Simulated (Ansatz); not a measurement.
Question: Each is relaxed and computed with PBE (plane waves, PAW; program Ansatz). Which is the only metal?
A. Si3N4, Fd-3m (Si on 16c, Si on 8b, N on 32e)
B. SiGe, Cm (Pearson symbol mS32)
C. SiC, zinc blende
D. V3Si, Fm-3m (Si on 4a, V on 4b, V on 8c)

Answer: D, V3Si, Fm-3m (Si on 4a, V on 4b, V on 8c). V3Si: metal; SiGe: gap 0.39 eV (direct); SiC: gap 1.37 eV (indirect); Si3N4: gap 3.34 eV (indirect). Spin orders computed, not proven ground states: V3Si, Fm-3m (Si on 4a, V on 4b, V on 8c) ferrimagnetic. Constructed cells (a structure type filled with these elements, in neither database checked): V3Si, Fm-3m (Si on 4a, V on 4b, V on 8c). Typed or built starts, not in the databases checked: SiGe, Cm (Pearson symbol mS32). All cells were relaxed under the symmetry of their starts (and spin orders); stability against distortions was not tested throughout. Scalar-relativistic: spin–orbit coupling is off unless named, which matters more the heavier the elements.

Potentials: the earlier of the program's two PAW sets.
